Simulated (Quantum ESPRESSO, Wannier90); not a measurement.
Wannier functions of CdO (rock salt)

```
begin unit_cell_cart
ang
    0.0000000000    2.3609950000    2.3609950000
    2.3609950000    0.0000000000    2.3609950000
    2.3609950000    2.3609950000    0.0000000000
end unit_cell_cart
begin atoms_frac
Cd   0.0000000000  0.0000000000  0.0000000000
O    0.5000000000  0.5000000000  0.5000000000
end atoms_frac
```

Structure: Materials Project mp-1132, symmetrised, not relaxed again. COD (Crystallography Open Database) has an entry of this formula and space group (matched by these alone). Computed values, not measurements, from PBEsol: Quantum ESPRESSO (norm-conserving PseudoDojo potentials, cutoff 82 Ry, no spin polarisation, no spin-orbit coupling) on a Γ-centred 12×12×12 mesh, then Wannier90. Density: 12×12×12 mesh, Gaussian smearing 0.01 Ry.

Bands 6-10 form an isolated set from -7.73 to -5.81 eV relative to the Fermi level (on the path) and are turned into 5 Wannier functions by minimising the spread from the start: atomic waves Cd 4d.

Centres (Cartesian, Å; one of the equivalent choices) and spreads:

```tsv
n	x	y	z	spread (Å²)	nearest atom
1	0.000	0.000	0.000	1.431	Cd1
2	0.000	0.000	0.000	0.959	Cd1
3	0.000	0.000	0.000	0.959	Cd1
4	0.000	0.000	0.000	1.431	Cd1
5	0.000	0.000	0.000	0.959	Cd1
```

Ω_I = 5.51 Å², Ω_total = 5.74 Å²; the interpolated bands follow pw.x to 0.5 meV rms on the path. Only this start was tried; a symmetric start can stop on a saddle, and mixtures of these functions could lower the total by at most Ω_total − Ω_I.
